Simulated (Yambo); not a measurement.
Yambo run on K2RhAgF6 (space group Fm-3m, No. 225). The wavefunctions come from this Quantum ESPRESSO step (PBEsol, PseudoDojo standard norm-conserving files, scalar-relativistic):

```
&CONTROL
  calculation = 'nscf'
  pseudo_dir = './pseudo'
  outdir = './out'
/
&SYSTEM
  ibrav = 0
  nat = 10
  ntyp = 4
  ecutwfc = 88.0
  ecutrho = 352.0
  occupations = 'fixed'
  force_symmorphic = .true.
  nbnd = 329
/
&ELECTRONS
  conv_thr = 1e-08
  diago_full_acc = .true.
  diago_thr_init = 1e-08
/
ATOMIC_SPECIES
F 18.9984 F.upf
K 39.0983 K.upf
Rh 102.9055 Rh.upf
Ag 107.8682 Ag.upf
CELL_PARAMETERS angstrom
  0.000000000000   4.377645000000   4.377645000000
  4.377645000000   0.000000000000   4.377645000000
  4.377645000000   4.377645000000   0.000000000000
ATOMIC_POSITIONS crystal
F   0.231310000000   0.231310000000   0.768690000000
F   0.768690000000   0.768690000000   0.231310000000
F   0.768690000000   0.231310000000   0.231310000000
F   0.231310000000   0.768690000000   0.768690000000
F   0.231310000000   0.768690000000   0.231310000000
F   0.768690000000   0.231310000000   0.768690000000
K   0.250000000000   0.250000000000   0.250000000000
K   0.750000000000   0.750000000000   0.750000000000
Rh   0.000000000000   0.000000000000   0.000000000000
Ag   0.500000000000   0.500000000000   0.500000000000
K_POINTS automatic
2 2 2 0 0 0
```

Yambo input:

```
rim_cut
gw0
dyson
el_el_corr
HF_and_locXC
ppa
em1d
RandQpts= 1000000
RandGvec= 1 Ry
EXXRLvcs= 88 Ry
VXCRLvcs= 352 Ry
Chimod= "HARTREE"
% BndsRnXp
 9 | 328 |
%
NGsBlkXp= 8 Ry
% LongDrXp
 1.0 | 1.0 | 1.0 |
%
PPAPntXp= 27.2114 eV
% GbndRnge
 1 | 328 |
%
GTermKind= "BG"
DysSolver= "n"
ExtendOut
% QPkrange
 1 | 1 | 48 | 49 |
 2 | 2 | 48 | 49 |
 3 | 3 | 48 | 49 |
%
```

k points by index: 1 = Γ, 2 = L, 3 = X.

Table of the .qp output:

```
#    K-point    Band    Eo [eV]    E [eV]    E-Eo [eV]    Vxc [eV]    Vnlxc [eV]    Sc|Eo [eV]    Sc|E [eV]    dSc/dw|Eo [eV]    Re(Z)    Im(Z)
#
    1    48    -0.007791    -0.922979    -0.915188    -23.16293    -29.56078    5.195571    5.482665    -8.532840    0.761271    -0.002763
    1    49    2.407481    3.838485    1.431004    -24.62940    -19.43785    -3.287836    -3.760548    -8.987828    0.751708    -0.001764
    2    48    -0.073508    -0.953291    -0.879783    -22.80864    -29.15330    5.183780    5.464877    -8.690276    0.757930    -0.003043
    2    49    1.872609    3.405222    1.532613    -23.27553    -17.42785    -3.844817    -4.315066    -8.347565    0.765237    -0.002749
    3    48    0.000000    -0.888730    -0.888730    -23.08663    -29.48108    5.224252    5.505712    -8.614315    0.759539    -0.002793
    3    49    1.136393    2.522092    1.385699    -20.28119    -14.63065    -3.897279    -4.264842    -7.216941    0.790373    -0.001956
```
(The two width columns are left out.) Convergence of these settings isn't established.

Spin-orbit coupling is not included.

Geometry of the Materials Project entry, not relaxed at this level.

The structure is a Materials Project entry; no match was found in the copy of COD used, and its stability was not checked.
